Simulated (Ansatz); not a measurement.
FeClBr, RuClBr, OsClBr: one prototype (Janus 2H monolayer), with Fe, Ru, Os on the same site. Each was relaxed with r2SCAN in Ansatz 0.2.0, and the gaps are read on those cells (d direct, i indirect). No spin polarisation and no zero-point or thermal terms; whether a cell exists isn't addressed.

```csv
compound,a (Å),"gap, PBE (eV)","gap, r2SCAN (eV)","gap, HSE06 (eV)"
FeClBr,3.404,0.03 i (K → K–Γ (0.50)),"0.66 i (K → (0.083, 1/6, 0))",2.64 i (Γ → Γ–M (0.33))
RuClBr,3.524,0.40 i (K → K–Γ (0.60)),0.62 i (K → K–Γ (0.59)),1.66 i (K → K–Γ (0.59))
```

Problem. Fill in the row for OsClBr.

Solution.
```
compound  a (Å)   gap, PBE (eV)  gap, r2SCAN (eV)  gap, HSE06 (eV)
  OsClBr  3.541  0.35 i (K → M)    0.62 i (K → M)   1.41 i (K → M)
```
Os has 3 Br at 2.39 Å and 3 Cl at 2.75 Å; Cl has 3 Os at 2.75 Å; Br has 3 Os at 2.39 Å.

Spin-orbit coupling is left out, which matters wherever the heavy atoms make up the band edges.

Where an edge lies off the special points, it is a point of the mesh or the k point where a search put PBE's edge or least direct gap, reused for the other functionals, whose own edges may lie a little apart.

Gaps or overlaps of about a tenth of an eV are at the limit of these meshes: between the points read a gap can be smaller or closed.

Coordinates of k points refer to the reciprocal vectors of the primitive cell of the runs.

The meshes of the hybrids are coarse, so their gaps aren't converged to the digits shown.

For some runs the program warns that the potential is rough where the density is thin, which bears on empty states near the vacuum.
